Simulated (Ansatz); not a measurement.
Relaxation of a relaxed ZnCu cell with every coordinate shifted by Gaussian noise of σ = 0.3 Å; 2 atoms in the cell, which starts as P1 (No. 1), aP2; a = 2.908 Å, b = 2.908 Å, c = 2.908 Å, α = 90.00°, β = 90.00°, γ = 90.00°. All values below come from PBEsol (plane waves to 420 eV, PAW, scalar-relativistic; Ansatz, a first-principles code). Γ-centred k-mesh 11×11×11 on the run's cell (coarser than for final values), Fermi–Dirac smearing 0.05 eV. This is the first round of the run. 

The optimiser's lines from the output (shortened; P is positive under compression):

```
relax step   1: F+E_penalty+E_count = -9869.78262411 eV  Δ(F+E_penalty+E_count) = +0.000e0 eV  max|allowed force component| = 8.162e-1 eV/Å  Δτ_max = 0.0000 Å  P = +2.412 GPa  Ω = 24.599 Å³  (6 SCF iters, dr2 threshold 1.00e-7 eV, accepted)
relax step   2: F+E_penalty+E_count = -9869.83842724 eV  Δ(F+E_penalty+E_count) = -5.580e-2 eV  max|allowed force component| = 5.622e-1 eV/Å  Δτ_max = 0.0307 Å  P = +1.561 GPa  Ω = 24.516 Å³  (6 SCF iters, dr2 threshold 2.00e-7 eV, accepted)
relax step   3: F+E_penalty+E_count = -9869.88977640 eV  Δ(F+E_penalty+E_count) = -5.135e-2 eV  max|allowed force component| = 2.363e-3 eV/Å  Δτ_max = 0.0687 Å  P = -0.980 GPa  Ω = 24.755 Å³  (6 SCF iters, dr2 threshold 2.00e-7 eV, accepted)
relax step   4: F+E_penalty+E_count = -9869.89078258 eV  Δ(F+E_penalty+E_count) = -1.006e-3 eV  max|allowed force component| = 1.095e-3 eV/Å  Δτ_max = 0.0002 Å  P = -0.006 GPa  Ω = 24.575 Å³  (6 SCF iters, dr2 threshold 2.00e-7 eV, accepted)
relax step   5: F+E_penalty+E_count = -9869.89078464 eV  Δ(F+E_penalty+E_count) = -2.051e-6 eV  max|allowed force component| = 3.347e-6 eV/Å  Δτ_max = 0.0001 Å  P = +0.000 GPa  Ω = 24.574 Å³  (6 SCF iters, dr2 threshold 2.18e-9 eV, accepted)
relax step   6: F+E_penalty+E_count = -9869.89076788 eV  Δ(F+E_penalty+E_count) = +1.675e-5 eV  max|allowed force component| = 3.455e-6 eV/Å  Δτ_max = 0.0000 Å  P = +0.001 GPa  Ω = 24.574 Å³  stress off target by 2.10e-3 GPa  SCF on the basis re-selected at this cell (its energy is not comparable with the rows above)  (8 SCF iters)
```

From the first to the last row the energy changes by -0.05 eV/atom and the volume by -0.1 %. The last row is marked as not comparable with the walk above it, whose basis was carried along; it does compare with step 1, since both stand on a basis selected at the nominal cutoff for their own cell.

Later rounds, restarted from the end of this one on a renewed k-mesh, logged 4 more steps and released under 0.01 eV/atom more. The final structure after all rounds: Pm-3m (No. 221), cP2, CsCl type; a = 2.908 Å, b = 2.908 Å, c = 2.908 Å, α = 90.00°, β = 90.00°, γ = 90.00°. No spin polarisation in the result.
